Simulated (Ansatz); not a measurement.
ZnCu₂SnSe₄ in space group I-4 (No. 82; Pearson symbol tI16) at seven volumes, LDA in the plane-wave PAW code Ansatz, shape and atoms relaxed at each. One row is withheld.

| V (Å³/atom) | P (GPa) |
|---|---|
| 19.937 | 8.65 |
| 20.594 | 5.25 |
| 21.251 | ? |
| 21.909 | 0.00 |
| 22.566 | -2.01 |
| 23.223 | -3.70 |
| 23.880 | -5.12 |

### Question
Fit the shown pressures and predict the withheld one.

### Answer
Third-order Birch–Murnaghan: P = (3/2)B₀(x^(7/2) − x^(5/2))[1 + (3/4)(B′ − 4)(x − 1)] with x = (V₀/V)^(2/3). Least squares on the six rows gives V₀ = 21.909 Å³/atom, B₀ = 73.06 GPa, B′ = 4.80. At V = 21.251, x = 1.0205 and P = 2.40 GPa. The run itself gave 2.40 GPa.

Symmetry was held in the LDA relaxation. The run is not spin-polarised. Spin–orbit coupling is left out wherever it is not named.

Potentials: the later of the program's two PAW sets.
